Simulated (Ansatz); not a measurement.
Harmonic vibrational thermodynamics of TiAl (L1₀ or tetragonal B2, P4/mmm) at fixed volume, PBEsol (plane waves, PAW; program Ansatz). The rows extrapolate the 0 K crystal and know nothing of melting or changes of phase.

```json
[
 {"T (K)": "50", "F_vib (meV/atom)": "44.9", "S (J/K per mol of atoms)": "0.8", "C_V (J/K per mol of atoms)": "2.5"},
 {"T (K)": "100", "F_vib (meV/atom)": "43.5", "S (J/K per mol of atoms)": "4.9", "C_V (J/K per mol of atoms)": "10.4"},
 {"T (K)": "200", "F_vib (meV/atom)": "32.8", "S (J/K per mol of atoms)": "(withheld)", "C_V (J/K per mol of atoms)": "(withheld)"},
 {"T (K)": "300", "F_vib (meV/atom)": "12.2", "S (J/K per mol of atoms)": "23.9", "C_V (J/K per mol of atoms)": "22.2"},
 {"T (K)": "400", "F_vib (meV/atom)": "-16.1", "S (J/K per mol of atoms)": "30.5", "C_V (J/K per mol of atoms)": "23.3"},
 {"T (K)": "600", "F_vib (meV/atom)": "(withheld)", "S (J/K per mol of atoms)": "(withheld)", "C_V (J/K per mol of atoms)": "24.2"},
 {"T (K)": "800", "F_vib (meV/atom)": "(withheld)", "S (J/K per mol of atoms)": "47.2", "C_V (J/K per mol of atoms)": "(withheld)"},
 {"T (K)": "1000", "F_vib (meV/atom)": "-284.5", "S (J/K per mol of atoms)": "52.7", "C_V (J/K per mol of atoms)": "24.7"}
]
```

### Question
Fill in the missing entries.

### Answer

- 800, C_V (J/K per mol of atoms): 24.5
- 800, F_vib (meV/atom): -180.8
- 200, S (J/K per mol of atoms): 15.5
- 200, C_V (J/K per mol of atoms): 19.3
- 600, S (J/K per mol of atoms): 40.2
- 600, F_vib (meV/atom): -90.0

The cell was relaxed with PBEsol under the symmetry of its start. The run is not spin-polarised.

Potentials: the earlier of the program's two PAW sets. The files were generated under PBE; for other functionals the program regenerates the frozen cores, and for LDA and PBEsol the local potential too.
